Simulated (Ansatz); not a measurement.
# Rocksalt alloy of SrO and BaO (20 of 32 Sr sites exchanged), 64 atoms

Method: DFT, PBEsol, PAW, plane waves in Ansatz.

Command:

```sh
ansatz run in.yaml --threads 8 --pin off --max-ram 118750MiB --runs-dir r --events-out ev --progress --plain --backend cuda --devices 0,
```

The input less its lattice and atoms:

```yaml
crystal:
  symmetry: { detect: false }
kpoints:
  mp_grid: { grid: [1, 1, 1], shift: [0.25, 0.25, 0.25] }
hamiltonian:
  xc: pbesol
scf:
  occupations: { method: fermi_dirac, width: 0.01 }
relax:
  f_tol: 0.03
  max_steps: 80
  escape_saddle: false
  adjacent_minimum: "off"
  cell: { fix: [shape] }
output:
  forces: true
  eigenvalues: true
  populations: true
```

Start:

```xyz
64
Lattice="10.7014 0.0000 0.0000 0.0000 10.7014 0.0000 0.0000 0.0000 10.7014" Properties=species:S:1:pos:R:3 pbc="T T T"
O     2.6479    0.0396    0.0048
O     2.6825   10.6835    5.3694
O     2.6769    5.3605    0.0284
O     2.6750    5.3862    5.3541
O     8.0498    0.0038    0.0329
O     8.0217    0.0030    5.3538
O     8.0093    5.3248    0.0113
O     8.0273    5.3665    5.3270
O     0.0104    2.6594   10.6827
O     0.0200    2.6461    5.3502
O    10.6744    8.0485   10.6971
O     0.0206    8.0459    5.3353
O     5.3589    2.6911    0.0270
O     5.3481    2.6917    5.3313
O     5.3573    8.0339    0.0139
O     5.3418    8.0257    5.3444
O    10.6853    0.0190    2.7012
O     0.0077    0.0416    8.0165
O     0.0227    5.3215    2.6613
O    10.6968    5.3434    8.0513
O     5.3586    0.0341    2.6855
O     5.3598   10.6793    7.9850
O     5.3399    5.3213    2.6862
O     5.3540    5.3689    8.0553
O     2.6517    2.6628    2.6627
O     2.6537    2.6771    8.0416
O     2.6695    8.0492    2.6835
O     2.6890    8.0261    8.0704
O     7.9939    2.6745    2.6599
O     8.0539    2.6668    8.0242
O     8.0149    8.0111    2.6852
O     8.0551    8.0209    8.0369
Ba    0.0059   10.6582    0.0092
Ba   10.6693   10.6923    5.3406
Ba    0.0049    5.3341    0.0174
Ba    0.0067    5.3534    5.3303
Ba    5.3583    5.3551    5.3136
Ba    2.6660    2.6697    5.3724
Ba    2.7048    8.0207    0.0047
Ba    8.0508    2.6798   10.6914
Ba    8.0357    2.7207    5.3745
Ba    8.0139    8.0156    0.0234
Ba    8.0456    8.0420    5.3562
Ba    2.6808   10.6819    8.0414
Ba    2.6872    5.3720    2.6763
Ba    8.0607    0.0006    2.6528
Ba    8.0059    0.0126    8.0375
Ba    0.0004    2.6586    2.6863
Ba   10.6987    2.6833    8.0604
Ba   10.6867    8.0617    8.0054
Ba    5.3609    2.6594    8.0123
Ba    5.3479    8.0399    2.6820
Sr    5.3300   10.6682   10.6933
Sr    5.3832   10.6955    5.3508
Sr    5.3411    5.3901    0.0011
Sr    2.6458    2.6670    0.0079
Sr    2.6909    7.9958    5.3454
Sr    2.6660    0.0132    2.6847
Sr    2.6772    5.3512    8.0643
Sr    8.0215    5.3583    2.6869
Sr    8.0517    5.3537    8.0429
Sr    0.0044    8.0119    2.6389
Sr    5.3294    2.6797    2.6703
Sr    5.3766    8.0280    8.0358
```

Steps:

| step | energy less the first (eV) | largest force component (eV/Å) | pressure (GPa) |
| --- | --- | --- | --- |
| start | 0.000 | 0.660 | 0.86 |
| 1 | -0.561 | 0.521 | -1.71 |
| 2 | -1.265 | 0.069 | -0.04 |
| 3 | -1.275 | 0.018 | 0.00 |
| 4 | -1.284 | 0.018 | 0.01 |

A structure on the way, about -0.56 eV from the start:

```
O Ba Sr
1.0
    10.78592    0.00000    0.00000
     0.00000   10.78592    0.00000
     0.00000    0.00000   10.78592
O Ba Sr
32 20 12
Direct
  0.26174 0.00932 0.01024
  0.26081 0.99163 0.49110
  0.25983 0.49298 0.99084
  0.24990 0.51278 0.51000
  0.73961 0.99812 0.00027
  0.73883 0.99919 0.50230
  0.74051 0.50159 0.99986
  0.75093 0.50059 0.49829
  0.01088 0.25108 0.00065
  0.00130 0.25080 0.49739
  0.99991 0.75055 0.01189
  0.00955 0.74802 0.49029
  0.48950 0.24872 0.00707
  0.50010 0.24133 0.49231
  0.49857 0.75246 0.99076
  0.49089 0.75980 0.50847
  0.00838 0.99041 0.24927
  0.99982 0.99843 0.75075
  0.99036 0.51088 0.25042
  0.99808 0.50233 0.75063
  0.48915 0.00700 0.24920
  0.50179 0.98970 0.74998
  0.50893 0.49264 0.24209
  0.50076 0.51016 0.76204
  0.25729 0.24013 0.24098
  0.25271 0.26162 0.76043
  0.24023 0.75915 0.25887
  0.26041 0.73970 0.74446
  0.74112 0.26063 0.25125
  0.74797 0.26055 0.74874
  0.75984 0.73750 0.25011
  0.74214 0.73917 0.75014
  0.00349 0.00108 0.00127
  0.00370 0.99876 0.49875
  0.00021 0.50041 0.99969
  0.00216 0.50233 0.50169
  0.49971 0.50062 0.50247
  0.25204 0.24712 0.50047
  0.25012 0.74939 0.99879
  0.74351 0.25280 0.00464
  0.74805 0.25012 0.49641
  0.74888 0.74641 0.99963
  0.74881 0.74895 0.49910
  0.25212 0.99904 0.74676
  0.25158 0.49705 0.24887
  0.74535 0.00382 0.25055
  0.74863 0.00050 0.75105
  0.00159 0.24951 0.24874
  0.00324 0.25040 0.75061
  0.00211 0.74660 0.74910
  0.49680 0.25376 0.75449
  0.49967 0.75448 0.25316
  0.49854 0.00509 0.00511
  0.49702 0.99962 0.49726
  0.50173 0.49439 0.99899
  0.25441 0.24852 0.00244
  0.25108 0.75398 0.50118
  0.25246 0.00127 0.25333
  0.25255 0.50150 0.75084
  0.74703 0.49686 0.24821
  0.74829 0.50221 0.75318
  0.00275 0.75072 0.25305
  0.50079 0.24720 0.24530
  0.49877 0.74676 0.74650
```

End:

```
O Ba Sr
1.0
    10.71480    0.00000    0.00000
     0.00000   10.71480    0.00000
     0.00000    0.00000   10.71480
O Ba Sr
32 20 12
Direct
  0.25902 0.00659 0.00639
  0.25802 0.99429 0.49408
  0.25977 0.49497 0.99546
  0.25301 0.50683 0.50791
  0.73499 0.00214 0.00140
  0.73602 0.99869 0.49904
  0.73927 0.49993 0.99930
  0.74620 0.50135 0.50204
  0.01290 0.24973 0.00260
  0.00415 0.24745 0.49704
  0.00378 0.75057 0.00883
  0.01056 0.75085 0.49404
  0.49448 0.24837 0.00531
  0.49797 0.24028 0.49146
  0.49786 0.75187 0.99587
  0.49298 0.75623 0.50470
  0.00764 0.99290 0.25019
  0.00012 0.99691 0.75111
  0.99221 0.50603 0.24930
  0.99549 0.50274 0.75247
  0.49465 0.00375 0.24795
  0.49818 0.99289 0.75261
  0.50450 0.49564 0.24217
  0.49951 0.50610 0.75733
  0.25693 0.24620 0.24497
  0.25278 0.26083 0.75713
  0.24732 0.75339 0.25643
  0.25586 0.74331 0.74506
  0.74292 0.25928 0.24919
  0.74736 0.26416 0.75136
  0.75549 0.74215 0.25165
  0.74188 0.74097 0.74954
  0.00483 0.99992 0.00315
  0.00410 0.99706 0.49725
  0.00042 0.50042 0.00052
  0.00021 0.50245 0.50023
  0.49993 0.50159 0.50168
  0.25394 0.24894 0.49886
  0.25364 0.74997 0.00038
  0.74569 0.25279 0.00167
  0.74713 0.25146 0.49889
  0.74753 0.74799 0.00035
  0.74874 0.74887 0.50031
  0.25464 0.99839 0.75006
  0.25235 0.50002 0.24863
  0.74696 0.00020 0.25000
  0.74502 0.99808 0.75053
  0.00219 0.25050 0.24871
  0.00196 0.25338 0.75182
  0.00246 0.74702 0.74850
  0.49902 0.25137 0.75355
  0.49911 0.75122 0.25029
  0.49687 0.00157 0.00246
  0.49710 0.99819 0.49743
  0.49989 0.49882 0.99928
  0.25564 0.25060 0.00200
  0.25290 0.75107 0.49997
  0.25436 0.99997 0.25009
  0.25590 0.50188 0.75240
  0.74752 0.50050 0.24800
  0.74524 0.50211 0.75267
  0.00285 0.74950 0.25169
  0.49856 0.24863 0.24695
  0.49851 0.74837 0.75047
```

The calculation finished and met its thresholds.

Time: 7.4 s of wall time on one NVIDIA GB300 with 8 processor threads, on a host shared with other runs; peak host memory 2 GiB.

Task: How much energy did the relaxation gain, and which atom moved most?

Result: 1.28 eV in 4 steps, from a start with small random displacements; atom 5 (O) moved 0.19 Å, the median atom 0.07 Å (drift of the whole cell removed).
